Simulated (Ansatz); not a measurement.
# Structures of B3Ir: which is lowest?

Plane-wave DFT in Ansatz with scalar-relativistic PAW potentials, cutoff 420 eV, Γ-centred meshes chosen by cell and gap, Gaussian smearing with energies taken to zero width. Every cell was relaxed (cell and atoms) in a run of its own, within the symmetry of its start. Functional: PBE.

Relaxed structures (starts from databases or built by putting these elements on another compound's sites):
A. P6_3/mmc, 8 atoms in the computed cell, a = 4.308 Å, c = 4.891 Å; sites (symmetry × multiplicity) B mm2 × 6, Ir -6m2 × 2; start: built
B. I4/mmm, 4 atoms in the computed cell, a = 3.220 Å, c = 6.503 Å; sites (symmetry × multiplicity) B -4m2 × 4 + 4/mmm × 2, Ir 4/mmm × 2; start: built
C. Pm-3m, 4 atoms in the computed cell, a = 3.236 Å; sites (symmetry × multiplicity) B 4/mm.m × 3, Ir m-3m × 1; start: built

Question: Rank them by energy. Could pressure change the order?

Answer:
| structure | group | E − E(lowest) (meV/atom) | V (Å³/atom) | gap on mesh (eV) |
| --- | --- | --- | --- | --- |
| A | P6_3/mmc | 0.0 | 9.82 | 0.00 |
| B | I4/mmm | 369 | 8.43 | 0.00 |
| C | Pm-3m | 504 | 8.47 | 0.00 |

A is lowest, 369 meV/atom under B. B is denser by 1.39 Å³/atom, so pressure favours it: ΔE/ΔV, with ΔE in eV and 1 eV/Å³ = 160.2 GPa, gives about 42 GPa for equal enthalpy if both cells were rigid; at such pressures compression changes ΔV much, so this is a scale only. Other structures may lie lower than all of these, and vibrations aren't counted.

Spin-orbit coupling is left out, which matters for the bands of heavy elements.